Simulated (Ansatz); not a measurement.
A relaxation computed with Ansatz, from input to last step.

```yaml
crystal:
  lattice:
    - [-6.2604476627, -6.3218539355, 0.0251688973]
    - [0.049919174, 6.2467658642, 6.2142415481]
    - [-6.1715147849, 6.2580899549, -6.2754848127]
  atoms:
    - { symbol: Se, position: [0.6660405104, 0.3345813855, 0.8333179034] }
    - { symbol: Se, position: [0.998486379, 0.4993978104, 0.5018520877] }
    - { symbol: Se, position: [0.3290098814, 0.6669413593, 0.1693876568] }
    - { symbol: Se, position: [0.8384846273, 0.6735970396, 0.1705435629] }
    - { symbol: Se, position: [0.5005658037, 0.997397309, 0.4938101361] }
    - { symbol: Se, position: [0.9960015002, 0.9975709443, 0.5012046305] }
    - { symbol: Se, position: [0.8318247615, 0.1628578265, 0.1683919577] }
    - { symbol: In, position: [0.5088746737, 0.0064989771, 0.0048954634] }
    - { symbol: In, position: [0.6844683807, 0.3358464928, 0.3344801643] }
    - { symbol: In, position: [0.1515555028, 0.3324696636, 0.3345514567] }
    - { symbol: In, position: [0.8360438838, 0.6620821204, 0.6616585078] }
    - { symbol: In, position: [0.3266907299, 0.6695269686, 0.651782991] }
    - { symbol: Te, position: [0.1662438023, 0.3298896534, 0.8364933209] }
    - { symbol: Te, position: [0.5009892173, 0.5003608975, 0.495513009] }
    - { symbol: Te, position: [0.1638990724, 0.8308220565, 0.8382177243] }
    - { symbol: Te, position: [0.6651840276, 0.8353843441, 0.8300128161] }
    - { symbol: Te, position: [0.333326271, 0.1647597983, 0.1718575787] }
    - { symbol: Bi, position: [0.9931146637, 0.9966371534, 0.0081149194] }
    - { symbol: Bi, position: [0.8260673693, 0.1706811107, 0.6563184419] }
    - { symbol: Bi, position: [0.3363651685, 0.1615414812, 0.6581014833] }
    - { symbol: Bi, position: [0.5092853747, 0.5078971259, 0.0074632082] }
    - { symbol: Bi, position: [0.9918259501, 0.4967005247, 0.0087168915] }
    - { symbol: Bi, position: [0.6681180197, 0.8388054855, 0.3310451115] }
    - { symbol: Bi, position: [0.1635965407, 0.8268091711, 0.3387229516] }
  symmetry: { detect: false }
basis:
  ecutwfc: 420
kpoints:
  mp_grid: { grid: [3, 3, 2] }
hamiltonian:
  xc: pbe
scf:
  occupations: { method: gaussian, width: 0.1 }
  lower_state_search: "off"
output:
  forces: true
  stress: true
  eigenvalues: true
relax:
  adjacent_minimum: "off"
  f_tol: 0.04
  max_steps: 25
  cell: { stress_tol: 0.3 }
```

```bash
ansatz run input.yaml --threads 4 --pin off --max-ram 9216MiB --backend cpu --events-out ev --progress --plain --runs-dir out
```

All numbers below come from DFT PBE, scalar-relativistic, plane waves, PAW (Ansatz).

Of 4 frames 3 are shown, positions in Å and forces in eV/Å; the SCF threshold varies from step to step. Steps run on the plane waves of an earlier cell, with a Pulay correction in the pressure. The basis is chosen afresh for the last frame, the zero of the energies, and at times for earlier ones too; energy and pressure step there, also at an unchanged geometry.

```xyz
24
Lattice="-6.2604 -6.3219 0.0252 0.0499 6.2468 6.2142 -6.1715 6.2581 -6.2755" Properties=species:S:1:pos:R:3:forces:R:3 pbc="T T T" step=1 free_energy_over_end_meV_per_atom=1.21 pressure_GPa=0.04
Se   -9.2958    3.0944   -3.1335   -0.0014   -0.0194   -0.0214
Se   -9.3232   -0.0520   -0.0209    0.0157    0.0063    0.0208
Se   -3.0718    3.1463    3.0898   -0.0154    0.0264   -0.0138
Se   -6.2682   -0.0257    3.1368   -0.0350   -0.0125    0.0288
Se   -6.1315    6.1563    3.1118    0.0199   -0.0385   -0.0401
Se   -9.2788    3.0716    3.0789    0.0290    0.0097    0.0146
Se   -6.2387   -3.1875   -0.0238    0.0225   -0.0610    0.0379
In   -3.2157   -3.1458    0.0225    0.0012   -0.0128    0.0065
In   -6.3326   -0.1359    0.0052   -0.0144    0.0015   -0.0343
In   -2.9969    3.2124   -0.0296   -0.0304   -0.0025    0.0097
In   -9.2844    2.9912   -0.0168    0.0138   -0.0030   -0.0160
In   -6.0343    6.1960    0.0786   -0.0039   -0.0128    0.0422
Te   -6.1867    6.2446   -3.1952    0.0027    0.0384   -0.0345
Te   -6.1695    3.0594    0.0124    0.0098    0.0156    0.0088
Te   -6.1577    9.3994   -0.0932   -0.0175    0.0649   -0.0469
Te   -9.2451    6.2075   -0.0007    0.0224   -0.0021    0.0274
Te   -3.1392   -0.0025   -0.0462    0.0109    0.0407   -0.0348
Bi   -6.2177   -0.0018    6.1674   -0.0097   -0.0129    0.0130
Bi   -9.2135   -0.0488   -3.0373    0.0080    0.0405    0.0025
Bi   -6.1592    3.0011   -3.1176   -0.0624   -0.0295    0.0036
Bi   -3.2091   -0.0002    3.1222    0.0403   -0.0504    0.0123
Bi   -6.2383   -3.1129    3.0569    0.0172   -0.0046    0.0142
Bi   -6.1839    3.0878    3.1519    0.0107    0.0464    0.0135
Bi   -3.0733    6.2504    3.0165   -0.0338   -0.0282   -0.0141
24
Lattice="-6.2476 -6.2550 0.0151 0.0135 6.2267 6.2476 -6.2229 6.2454 -6.2800" Properties=species:S:1:pos:R:3:forces:R:3 pbc="T T T" step=2 free_energy_over_end_meV_per_atom=0.31 pressure_GPa=-0.01
Se   -9.3513    3.1099   -3.1440    0.0306    0.0232    0.0042
Se   -9.3473    0.0041   -0.0114   -0.0035   -0.0016   -0.0003
Se   -3.1058    3.1503    3.1044   -0.0275    0.0186   -0.0033
Se   -6.3013    0.0118    3.1567    0.0172    0.0049    0.0184
Se   -6.1847    6.1505    3.1223    0.0110    0.0094   -0.0023
Se   -9.3290    3.1157    3.1039    0.0197    0.0046    0.0112
Se   -6.2388   -3.1576   -0.0076    0.0184    0.0120   -0.0001
In   -3.2095   -3.1108    0.0142   -0.0066    0.0027   -0.0120
In   -6.3540   -0.1063   -0.0065    0.0073    0.0143    0.0108
In   -3.0291    3.2174   -0.0172   -0.0251   -0.0058   -0.0048
In   -9.3293    3.0302   -0.0133    0.0118   -0.0068    0.0253
In   -6.0803    6.2042    0.0995   -0.0112   -0.0192    0.0019
Te   -6.2314    6.2466   -3.1972   -0.0256   -0.0217    0.0041
Te   -6.2060    3.0832    0.0293    0.0068   -0.0027   -0.0265
Te   -6.2333    9.4041   -0.0842   -0.0082   -0.0464    0.0068
Te   -9.2975    6.2262    0.0299   -0.0078    0.0006   -0.0264
Te   -3.1455    0.0289   -0.0590    0.0163   -0.0040    0.0181
Bi   -6.2375    0.0403    6.1941   -0.0079    0.0340   -0.0205
Bi   -9.2348    0.0055   -3.0351   -0.0141   -0.0218   -0.0189
Bi   -6.2184    3.0027   -3.1207   -0.0053    0.0145    0.0278
Bi   -3.2103    0.0009    3.1370   -0.0047   -0.0088    0.0020
Bi   -6.2440   -3.0562    3.0694   -0.0064    0.0293   -0.0108
Bi   -6.2225    3.1187    3.1873   -0.0101   -0.0279   -0.0169
Bi   -3.1321    6.2326    3.0323    0.0251   -0.0009    0.0124
24
Lattice="-6.2226 -6.2110 0.0053 -0.0192 6.2251 6.2582 -6.2675 6.2606 -6.2747" Properties=species:S:1:pos:R:3:forces:R:3 pbc="T T T" step=4 free_energy_over_end_meV_per_atom=0.00 pressure_GPa=-0.01
Se   -9.3756    3.1559   -3.1406    0.0171    0.0141   -0.0033
Se   -9.3612    0.0514   -0.0130   -0.0073    0.0012   -0.0059
Se   -3.1382    3.1736    3.1057   -0.0098    0.0137   -0.0044
Se   -6.3040    0.0525    3.1631    0.0106   -0.0004   -0.0079
Se   -6.2216    6.1773    3.1283    0.0005    0.0142    0.0035
Se   -9.3537    3.1670    3.1165    0.0177    0.0014   -0.0044
Se   -6.2289   -3.1159   -0.0133    0.0123    0.0060    0.0034
In   -3.1997   -3.0887    0.0052   -0.0016    0.0031   -0.0085
In   -6.3603   -0.0668   -0.0055   -0.0030   -0.0056   -0.0031
In   -3.0586    3.2262   -0.0122    0.0028    0.0098   -0.0009
In   -9.3554    3.0719   -0.0001   -0.0178   -0.0132    0.0147
In   -6.1269    6.2164    0.1077    0.0046    0.0141    0.0001
Te   -6.2826    6.2685   -3.1934   -0.0017   -0.0161    0.0094
Te   -6.2307    3.1092    0.0271    0.0039   -0.0052   -0.0120
Te   -6.2969    9.4141   -0.0745   -0.0020   -0.0250    0.0053
Te   -9.3474    6.2654    0.0297   -0.0045    0.0053   -0.0003
Te   -3.1440    0.0466   -0.0572    0.0045   -0.0109    0.0138
Bi   -6.2459    0.0855    6.1923    0.0004    0.0135    0.0034
Bi   -9.2527    0.0515   -3.0452    0.0050   -0.0079    0.0017
Bi   -6.2469    3.0291   -3.1150   -0.0274    0.0075   -0.0082
Bi   -3.2141    0.0199    3.1367   -0.0019   -0.0151   -0.0007
Bi   -6.2376   -3.0046    3.0628    0.0057    0.0065   -0.0005
Bi   -6.2519    3.1484    3.1863    0.0011   -0.0018    0.0115
Bi   -3.1609    6.2450    3.0448   -0.0090   -0.0092   -0.0069
```

The run took 2.2 min on 4 threads of Intel(R) Xeon(R) 6975P-C (Granite Rapids), on a shared host, peak memory 3.7 GiB.

The k mesh is coarse. Spin–orbit coupling is left out, which can shift energies with elements as heavy as these.